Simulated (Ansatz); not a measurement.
## Property card for GaBi

GaBi:
```
GaBi
1.0
    0.00000     2.99911     2.99911
    2.99911     0.00000     2.99911
    2.99911     2.99911     0.00000
Bi Ga
1 1
Direct
  0.00000   0.00000   0.00000
  0.50000   0.50000   0.50000
```

Space group Fm-3m (No. 225), rock salt; conventional cell a = b = c = 5.998 Å, α = β = γ = 90.00°.

Method: PBE (plane waves, PAW; program Ansatz). Geometry: relaxed at this level of theory. Other levels are named where they apply.

Cell and energy:

```yaml
volume_per_atom: 26.98 Å³
density: 8.58 g/cm³
Formation energy from the elements (no fitted shifts): 0.12 eV/atom
```

Electronic structure:

```yaml
electronic_character: metallic (no gap)
Density of states at the Fermi level: 0.60 states/eV per atom (mean over ±0.08 eV)
Gap with spin–orbit coupling: none (metallic)
```

Mechanics:

```yaml
Bulk modulus (Birch–Murnaghan fit): 476 kbar
Pressure derivative B′: 4.8
Elastic constants (relaxed ions, GPa): C11 = 98.9, C12 = 22.0, C44 = 3.3
mechanical_stability: stable (all eigenvalues of C positive)
```

Phonons:

```yaml
highest_zone_centre_frequency: 12.3 meV
zone_centre_stability: no imaginary mode at Γ
```

Charges:

```yaml
bader_charges: Bi -0.06, Ga +0.06 e
```

The cell is a constructed one: a structure type filled with these elements; neither database checked (COD, Materials Project) lists it. Its standing as an ambient phase is unchecked. Symmetry was held in the PBE relaxation. As this level gives no gap, shear constants depend on the k-mesh and smearing (Fermi–Dirac, 0.1 eV here). As this level gives no gap, phonon frequencies hold no LO–TO term and depend on the k-mesh and smearing (Fermi–Dirac, 0.1 eV here). The references are the lowest solids computed at this level, not always the standard phases. Spin–orbit coupling is left out wherever it is not named.

Potentials: the later of the program's two PAW sets.
